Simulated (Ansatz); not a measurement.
Li (simple cubic, Pm-3m) at seven volumes, plane-wave PAW PBE (Ansatz code), scaled uniformly. One row is withheld.

```json
[
 {"V (Å³/atom)": "18.598", "P (GPa)": "1.34"},
 {"V (Å³/atom)": "19.211", "P (GPa)": "0.83"},
 {"V (Å³/atom)": "19.824", "P (GPa)": "0.39"},
 {"V (Å³/atom)": "20.438", "P (GPa)": "0.00"},
 {"V (Å³/atom)": "21.051", "P (GPa)": "-0.34"},
 {"V (Å³/atom)": "21.664", "P (GPa)": "-0.64"},
 {"V (Å³/atom)": "22.277", "P (GPa)": "?"}
]
```

**Question.** Fit the shown pressures and predict the withheld one.

**Answer.** P = (3/2)B₀(x^(7/2) − x^(5/2))[1 + (3/4)(B′ − 4)(x − 1)] with x = (V₀/V)^(2/3). Least squares on the six rows gives V₀ = 20.438 Å³/atom, B₀ = 12.1 GPa, B′ = 3.39. At V = 22.277, x = 0.9442 and P = -0.90 GPa. The run itself gave -0.91 GPa.

A made-up cell: these elements were put on the sites of a structure type; neither database checked (COD, Materials Project) lists it. It is not the phase usual at ambient conditions (space group No. 229). The PBE relaxation kept the symmetry of its start. At this level the phase is dynamically unstable (imaginary phonons).

Potentials: the later of the program's two PAW sets.
